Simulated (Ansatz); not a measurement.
Rh (fcc, Cu type)

```yaml
crystal:
  lattice:
    - [0.00000, 1.91503, 1.91503]
    - [1.91503, 0.00000, 1.91503]
    - [1.91503, 1.91503, 0.00000]
  atoms:
    - { symbol: Rh, position: [0.00000, 0.00000, 0.00000] }
```

This relaxed cell (volume V₀) is scaled evenly in all directions, its shape held. Symmetry pins the atoms to their sites.

Method: PBE (plane waves to 420 eV, PAW, scalar-relativistic; Ansatz, an electronic-structure program). k mesh 21×21×21 (Γ-centred), Fermi-Dirac smearing 0.05 eV. Energies are smeared free energies. Rh is run without spin polarisation. Rh was relaxed with its symmetry unable to fall. The zero of ΔE is the relaxed starting cell. The last digit holds for this mesh only.

```
V (Å³/atom)  ΔE (meV/atom)
-----------  -------------
11.799               411.7
12.248               244.3
12.698               127.7
13.147                52.9
13.597                12.3
14.046                 0.0
14.496                10.8
14.945                40.6
15.395                85.8
15.844               143.6
16.294               211.6
```

Problem. What is the fitted pressure derivative B₀′?

Solution. 5.2.

Problem. What bulk modulus B₀ follows from a third-order Birch-Murnaghan fit?

Solution. 256 GPa. Check by three points about V = 14.046 Å³/atom, step 0.899: d²E/dV² ≈ (53 − 2·0 + 41) meV / 0.899² = 0.116 eV/Å⁶, and V·d²E/dV² × 160.2 = 262 GPa.

(Under strain, the slope of the energy per volume gives the stress and its curvature an elastic modulus.)
